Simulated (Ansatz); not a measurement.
**Is this Pd result the lowest state?**

We look at Pd: a test cell of our own (not relaxed), with 1 atom per cell.

Method: DFT, r2SCAN, JTH PAW, plane waves, scalar-relativistic (Ansatz).

```yaml
crystal:
  lattice:
    - [0, 1.945, 1.945]
    - [1.945, 0, 1.945]
    - [1.945, 1.945, 0]
  atoms:
    - { symbol: Pd, position: [0, 0, 0], spin: 2.0 }
kpoints:
  mp_grid: { grid: [4, 4, 4] }
hamiltonian:
  xc: r2scan
  pseudopotentials: { kind: paw, source: jth }
magnetization:
  spin_polarized: true
scf:
  occupations: { method: fermi_dirac, width: "0.1 eV" }
```

Settings in force: cutoff 1110 eV, smearing width 0.1 eV; default search for lower states.

The run converged after 23 iterations in all: spin-polarised, site moments Pd1 0.47 μB, total 0.45 μB per cell.

The mesh is coarse, so energy differences (and at times their sign) aren't converged.

With one magnetic atom in the cell its copies can only be parallel; orders in a larger cell may lie lower.

Site moments are taken inside atomic spheres and don't add up to the total.

Problem. Would you trust this as the ground state? If a lower solution is known, describe it.

Solution. None of the other runs went lower. It is the lowest of 2 states reached by 2 converged runs, and the next lies 12.9 meV/atom higher (non-magnetic (no spin polarisation)). That doesn't prove a ground state. Orders that need a larger cell or non-collinear spins weren't tried.
